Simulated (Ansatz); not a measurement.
Band structure of NaTl

```xyz
4
Lattice="0.0000 3.7353 3.7353 3.7353 0.0000 3.7353 3.7353 3.7353 0.0000" Properties=species:S:1:pos:R:3 pbc="T T T"
Na    3.7353    3.7353    3.7353
Na    5.6029    5.6029    5.6029
Tl    0.0000    0.0000    0.0000
Tl    1.8677    1.8677    1.8677
```

Atoms are numbered in the order listed.

The conventional cell has a = 7.471 Å, b = 7.471 Å, c = 7.471 Å, α = 90.00°, β = 90.00°, γ = 90.00°. Na (atom 1) is surrounded by 4 Na at 3.23 Å and 4 Tl at 3.23 Å. Tl (atom 3) is surrounded by 4 Na at 3.23 Å and 4 Tl at 3.23 Å.

The cell is a measured one (Crystallography Open Database entry 1541020); the temperature and pressure of the measurement aren't taken into account, and nothing was relaxed.

No spin–orbit coupling, which matters for the heavy atoms here.

Theory: DFT, PBEsol, all-electron LAPW, scalar-relativistic (Ansatz 0.2.0).

The runs use a Γ-centred 10×10×10 k mesh, Fermi–Dirac smearing of 0.05 eV, basis error target 1 meV/atom, no spin polarisation.

Points in fractions of the reciprocal vectors of this cell: Γ (0, 0, 0), X (0.5, 0, 0.5), U (0.625, 0.25, 0.625), K (0.375, 0.375, 0.75), L (0.5, 0.5, 0.5), W (0.5, 0.25, 0.75). The path runs Γ–X–U–K–Γ–L–W–X. Energies are in eV from the Fermi level; (×n) counts levels within 4 meV of each other, which need not be degenerate by symmetry.

(1) List the levels at W between -8 and 4.5 eV.

(2) List the levels at K between -8 and 4.5 eV.

(3) List the levels at U between -8 and 4.5 eV.

(4) What is the band gap?

## Answers

(1) -6.55 (×2), -2.33 (×2), 1.94 (×2), 2.97 (×2).

(2) -6.88, -6.24, -2.65, -1.31, 0.06, 2.03, 4.07.

(3) -6.88, -6.24, -2.65, -1.31, 0.06, 2.03, 4.07.

(4) none: bands cross the Fermi level, a metal.
